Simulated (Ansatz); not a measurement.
SnS2 in space group R3m (No. 160; Sn on 3a, S on 3a, S on 3a) at seven volumes, plane-wave PAW LDA (Ansatz code), shape and atoms relaxed at each. One row is withheld.

```
V (Å³/atom)  P (GPa)
-----------  -------
18.748          6.50
19.366          3.65
19.984             ?
20.602          0.00
21.220         -1.09
21.838         -1.79
22.456         -2.16
```

Question: Fit the shown pressures and predict the withheld one.

Answer: P = (3/2)B₀(x^(7/2) − x^(5/2))[1 + (3/4)(B′ − 4)(x − 1)] with x = (V₀/V)^(2/3). Least squares on the six rows gives V₀ = 20.596 Å³/atom, B₀ = 42.7 GPa, B′ = 11.09. At V = 19.984, x = 1.0203 and P = 1.52 GPa. The run itself gave 1.57 GPa.

The cell is a constructed one: a structure type filled with these elements; neither database checked (COD, Materials Project) lists it. It is not the phase usual at ambient conditions (space group No. 164). Symmetry was held in the LDA relaxation; of distortions, only those at the zone centre were tested. A crystal of weakly bound layers computed without a dispersion correction: the cell and the soft elastic constants depend strongly on that. Scalar-relativistic: spin–orbit coupling is off unless named, which matters more the heavier the elements.

Potentials: the later of the program's two PAW sets.
